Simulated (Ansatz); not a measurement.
The relaxed structure here is a generated cell of TiB2: the first start was made by placing the elements on the sites of a structure type, and the end was not matched to a known phase here, so it may be hypothetical. Known forms of TiB2 include space group No. 191.

A relaxed cell of TiB₂ (I4/mmm (No. 139)), relaxed on a k-mesh at least as fine as the one used below. Computed with r2SCAN (plane waves to 500 eV, PAW, scalar-relativistic; Ansatz, a first-principles code). Γ-centred k-mesh 14×14×14 on the run's cell (coarser than for final values), Fermi–Dirac smearing 0.05 eV.

```
CELL_PARAMETERS angstrom
     -3.22036     3.22036     5.96996
      0.00000     0.00000     5.96996
      1.61018     1.61018    -2.98498
ATOMIC_POSITIONS crystal
  Ti 0.00000 0.00000 0.00000
  Ti 0.50000 0.00000 0.00000
  B  0.00000 0.36916 0.00000
  B  0.50000 0.36916 0.00000
  B  0.00000 0.63084 0.00000
  B  0.50000 0.63084 0.00000
```

The atoms are displaced along an unstable phonon of this cell by (Å):

```json
[
 {"atom": "Ti1", "ux": "-0.053", "uy": "0.053", "uz": "0.000"},
 {"atom": "Ti2", "ux": "0.053", "uy": "-0.053", "uz": "0.000"},
 {"atom": "B3", "ux": "0.106", "uy": "-0.106", "uz": "0.000"},
 {"atom": "B4", "ux": "-0.106", "uy": "0.106", "uz": "0.000"},
 {"atom": "B5", "ux": "0.106", "uy": "-0.106", "uz": "0.000"},
 {"atom": "B6", "ux": "-0.106", "uy": "0.106", "uz": "0.000"}
]
```

What forces (eV/Å) and pressure result?


| atom | Fx | Fy | Fz |
|---|---|---|---|
| Ti1 | -0.78 | 0.78 | 0.00 |
| Ti2 | 0.78 | -0.78 | 0.00 |
| B3 | 0.26 | -0.26 | -0.55 |
| B4 | -0.26 | 0.26 | -0.55 |
| B5 | 0.26 | -0.26 | 0.55 |
| B6 | -0.26 | 0.26 | 0.55 |

Pressure -1.1 GPa.

Estimate the energy cost of the displacement in the harmonic approximation and compare with the calculation.

For a harmonic well ΔE = −½ Σ F·u = -0.194 eV a cell, or -32 meV/atom. The calculated energy relative to the undisplaced cell is -0.04 eV/atom, so the harmonic estimate holds well.

The undisplaced cell is probably no minimum: from this displacement the run went on to Cmme (No. 67), 0.39 eV/atom below it.

No spin polarisation in the result.
